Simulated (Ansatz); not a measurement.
Input, command and steps of an Ansatz relaxation.

```yaml
crystal:
  lattice:
    - [3.5715703972, 0.0, 0.0]
    - [0.0, 3.5715703972, 0.0]
    - [0.0, 0.0, 7.9885581957]
  atoms:
    - { symbol: Zr, position: [0.0, 0.5, 0.2639976452] }
    - { symbol: Zr, position: [0.5, 0.0, 0.7360023548] }
    - { symbol: Ge, position: [0.0, 0.0, 0.0] }
    - { symbol: Ge, position: [0.5, 0.5, 0.0] }
    - { symbol: Se, position: [0.0, 0.5, 0.6197049762] }
    - { symbol: Se, position: [0.5, 0.0, 0.3802950238] }
basis:
  ecutwfc: 500
kpoints:
  mp_grid: { grid: [10, 10, 4] }
hamiltonian:
  xc: r2scan
scf:
  occupations: { method: gaussian, width: 0.1 }
output:
  forces: true
  stress: true
  eigenvalues: true
relax:
  adjacent_minimum: "off"
  f_tol: 0.01
  max_steps: 30
  cell: { stress_tol: 0.1, fix: [volume] }
```

```bash
ansatz run input.yaml --threads 2 --pin off --max-ram 5120MiB --backend cpu --events-out ev --progress --plain --runs-dir out
```

These are results of DFT r2SCAN, scalar-relativistic, plane waves, PAW (Ansatz), not measurements.

The volume is held at 0.88 times that of the relaxed cell.

Of 4 frames 3 are shown, positions in Å and forces in eV/Å; the SCF threshold varies from step to step. Steps run on the plane waves of an earlier cell, with a Pulay correction in the pressure. The basis is chosen afresh for the last frame, the zero of the energies, and at times for earlier ones too; energy and pressure step there, also at an unchanged geometry. The mark taken_back stands on steps that the optimiser undid.

```xyz
6
Lattice="3.5716 0.0000 0.0000 0.0000 3.5716 0.0000 0.0000 0.0000 7.9886" Properties=species:S:1:pos:R:3:forces:R:3 pbc="T T T" step=1 free_energy_over_end_meV_per_atom=0.16 pressure_GPa=18.98
Zr    0.0000    1.7858    2.1090    0.0000    0.0000    0.0914
Zr    1.7858    0.0000    5.8796    0.0000    0.0000   -0.0914
Ge    0.0000    0.0000    0.0000    0.0000    0.0000    0.0000
Ge    1.7858    1.7858    0.0000    0.0000    0.0000    0.0000
Se    0.0000    1.7858    4.9505    0.0000    0.0000   -0.0698
Se    1.7858    0.0000    3.0380    0.0000    0.0000    0.0698
6
Lattice="3.5708 0.0000 0.0000 0.0000 3.5708 0.0000 0.0000 0.0000 7.9919" Properties=species:S:1:pos:R:3:forces:R:3 pbc="T T T" step=2 free_energy_over_end_meV_per_atom=1.10 pressure_GPa=18.73 taken_back
Zr    0.0000    1.7854    2.1262    0.0000    0.0000   -0.2096
Zr    1.7854    0.0000    5.8657    0.0000    0.0000    0.2096
Ge    0.0000    0.0000    0.0000    0.0000    0.0000    0.0000
Ge    1.7854    1.7854    0.0000    0.0000    0.0000    0.0000
Se    0.0000    1.7854    4.9272    0.0000    0.0000    0.2215
Se    1.7854    0.0000    3.0646    0.0000    0.0000   -0.2215
6
Lattice="3.5725 0.0000 0.0000 0.0000 3.5725 0.0000 0.0000 0.0000 7.9846" Properties=species:S:1:pos:R:3:forces:R:3 pbc="T T T" step=4 free_energy_over_end_meV_per_atom=0.00 pressure_GPa=18.90
Zr    0.0000    1.7862    2.1132    0.0000    0.0000    0.0012
Zr    1.7862    0.0000    5.8714    0.0000    0.0000   -0.0012
Ge    0.0000    0.0000    0.0000    0.0000    0.0000    0.0000
Ge    1.7862    1.7862    0.0000    0.0000    0.0000    0.0000
Se    0.0000    1.7862    4.9421    0.0000    0.0000   -0.0043
Se    1.7862    0.0000    3.0424    0.0000    0.0000    0.0043
```

The run took 82 s on 2 threads of Arm Neoverse V2, on a shared host, peak memory 0.79 GiB.